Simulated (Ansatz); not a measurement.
LaB₂Ir₃ in space group P6/mmm (No. 191; La on 1a, Ir on 3g, B on 2c) under volume change, the program Ansatz at the r²SCAN level (PAW), shape and atoms relaxed at each volume.

| V (Å³/atom) | E − E(relaxed) (meV/atom) | P (GPa) |
|---|---|---|
| 12.629 | 98.9 | 27.71 |
| 13.046 | 41.8 | 16.53 |
| 13.462 | 10.1 | 7.93 |
| 13.878 | 0.0 | 0.01 |
| 14.295 | 9.1 | -6.79 |
| 14.711 | 34.4 | -12.54 |
| 15.128 | 73.3 | -17.23 |

Problem. What does a third-order Birch–Murnaghan fit give for V₀, B₀ and B′?

Solution. V₀ = 13.87 Å³/atom, B₀ = 240 GPa, B′ = 4.3.

The workflow started from an entry of the Crystallography Open Database (COD). Its standing as an ambient phase is unchecked. The r²SCAN relaxation kept the symmetry of its start; whether a distortion lowers the energy is not shown. The run is not spin-polarised. Scalar-relativistic: spin–orbit coupling is off unless named, which matters more the heavier the elements.

Potentials: the later of the program's two PAW sets.
